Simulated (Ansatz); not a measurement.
MgB2:
```cif
data_B2Mg
_chemical_formula_sum 'Mg1 B2'
_space_group_name_H-M_alt 'P 1'
_space_group_IT_number 1
_cell_length_a 3.07159
_cell_length_b 3.07159
_cell_length_c 3.53629
_cell_angle_alpha 90.000
_cell_angle_beta 90.000
_cell_angle_gamma 120.000
loop_
_space_group_symop_operation_xyz
  'x, y, z'
loop_
_atom_site_label
_atom_site_type_symbol
_atom_site_fract_x
_atom_site_fract_y
_atom_site_fract_z
_atom_site_occupancy
Mg1 Mg 0.00000 0.00000 0.00000 1
B1 B 0.33333 0.66667 0.50000 1
B2 B 0.66667 0.33333 0.50000 1
```

This is the PBE-relaxed structure.

All from the program Ansatz at the PBE level (PAW), unless another level is named. Predict the electronic character.

metallic (no gap).

Give the density of states at the Fermi level.

0.23 states/eV per atom (mean over ±0.08 eV).

What about the formation energy from the elements (no fitted shifts)?

-131 meV/atom.

Space group P6/mmm. The PBE relaxation kept the symmetry of its start. The references are the lowest solids computed at this level, not always the standard phases.

Potentials: the later of the program's two PAW sets.
